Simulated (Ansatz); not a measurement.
As:
```cif
data_As4
_chemical_formula_sum 'As4'
_space_group_name_H-M_alt 'P 1'
_space_group_IT_number 1
_cell_length_a 5.98176
_cell_length_b 5.98176
_cell_length_c 5.98176
_cell_angle_alpha 109.471
_cell_angle_beta 109.471
_cell_angle_gamma 109.471
loop_
_space_group_symop_operation_xyz
  'x, y, z'
loop_
_atom_site_label
_atom_site_type_symbol
_atom_site_fract_x
_atom_site_fract_y
_atom_site_fract_z
_atom_site_occupancy
As1 As 0.00000 0.25000 0.50000 1
As2 As 0.25000 0.50000 0.00000 1
As3 As 0.50000 0.00000 0.25000 1
As4 As 0.25000 0.25000 0.25000 1
```

Relaxed with PBEsol.

Question: Decompose the optical modes at the zone centre into irreducible representations, and say which are infrared and Raman allowed.

Answer: Point group 432: Γ_opt = A2 + E + T1 + T2. Infrared: T1. Raman: E, T2.

Question: Assign frequencies (DFPT, PBEsol (plane waves, PAW; program Ansatz)).

Answer: T1 81i, A2 34i, E 182, T2 193 cm⁻¹.

Space group I4_132. The start of the workflow was typed in or built on a structure type; neither database checked (COD, Materials Project) lists it. It is not the phase usual at ambient conditions (space group No. 166). Symmetry was held in the PBEsol relaxation. At this level the phase is dynamically unstable (imaginary phonons). The volume moved by 54 % from the start of the relaxation. As this level gives no gap, phonon frequencies hold no LO–TO term and depend on the k-mesh and smearing (Fermi–Dirac, 0.1 eV here).

Potentials: the later of the program's two PAW sets.
